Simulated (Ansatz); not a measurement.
GaP:
```
GaP
1.0
    3.83294     0.00000     0.00000
   -1.91647     3.31942     0.00000
    0.00000     0.00000     6.31849
Ga P
2 2
Direct
  0.66667   0.33333   0.50006
  0.33333   0.66667   0.00006
  0.66667   0.33333   0.87394
  0.33333   0.66667   0.37394
```

Plane-wave PAW PBEsol (Ansatz code) gives a gap of 1.29 eV without spin–orbit coupling, maximum at Γ, minimum at Γ.

What happens when spin–orbit coupling is switched on?

The gap falls by 0.03 eV, to 1.26 eV; maximum at Γ, minimum at Γ.

Give the electron effective mass with spin–orbit coupling.

0.12, 0.12, 1.2 mₑ (principal values).

Give the hole effective mass with spin–orbit coupling.

0.20, 0.20, 0.90 mₑ (principal values).

Space group P6_3mc (wurtzite). The first step of the workflow began from a Materials Project structure, measured or hypothetical; the Crystallography Open Database copy checked does not list it. It is not the phase usual at ambient conditions (space group No. 216). The PBEsol relaxation kept the symmetry of its start; whether a distortion lowers the energy is not shown.

Potentials: the later of the program's two PAW sets.
